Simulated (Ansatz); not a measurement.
# Property card for GaAs

GaAs:
```
CELL_PARAMETERS angstrom
      2.64259     0.00000     0.00000
      0.00000     2.64259     0.00000
      0.00000     0.00000     5.35661
ATOMIC_POSITIONS crystal
  Ga 0.00000 0.00000 0.50000
  As 0.00000 0.00000 0.00000
```

Space group P4/mmm (No. 123); conventional cell a = 2.6426 Å, b = 2.6426 Å, c = 5.3566 Å, α = 90.00°, β = 90.00°, γ = 90.00°.

Method: LDA (plane waves, PAW; program Ansatz). Structure relaxed to zero pressure with the same functional. Other levels are named where they apply.

### Cell and energy

| Quantity | Result |
|---|---|
| Volume per atom | 18.70 Å³ |
| Density | 6.42 g/cm³ |
| Formation energy from the elements (no fitted shifts) | 0.057 eV/atom |

### Electronic structure

| Item | Result |
|---|---|
| Electronic character | metallic (no gap) |
| Density of states at the Fermi level | 0.44 states/eV per atom (mean over ±0.08 eV) |

### Mechanics

| Item | Value |
|---|---|
| Bulk modulus (Birch–Murnaghan fit) | 77.9 GPa |
| Pressure derivative B′ | 4.6 |
| Elastic constants (relaxed ions, GPa) | C11 = 188, C12 = 36.5, C13 = 21.7, C33 = 161, C44 = 19.6, C66 = 7.4 |
| Mechanical stability | stable (all eigenvalues of C positive) |
| Hill bulk and shear moduli | 77.0 and 29.3 GPa |
| Young's modulus | 78.1 GPa |
| Poisson's ratio | 0.33 |
| Debye temperature from the elastic constants | 269 K |

### Phonons

| Property | Value |
|---|---|
| Highest zone-centre frequency | 4.84 THz |
| Zone-centre stability | no imaginary mode at Γ |

The first step of the workflow began from a Materials Project structure, measured or hypothetical; the Crystallography Open Database copy checked does not list it. It is not the phase usual at ambient conditions (space group No. 216). Symmetry was held in the LDA relaxation. As this level gives no gap, shear constants depend on the k-mesh and smearing (Fermi–Dirac, 0.1 eV here). As this level gives no gap, phonon frequencies hold no LO–TO term and depend on the k-mesh and smearing (Fermi–Dirac, 0.1 eV here). On the denser mesh and wider smearing of the elastic run this cell carries a stress of 1.5 GPa. The references are the lowest solids computed at this level, not always the standard phases. Spin–orbit coupling is left out wherever it is not named.

Potentials: the earlier of the program's two PAW sets.
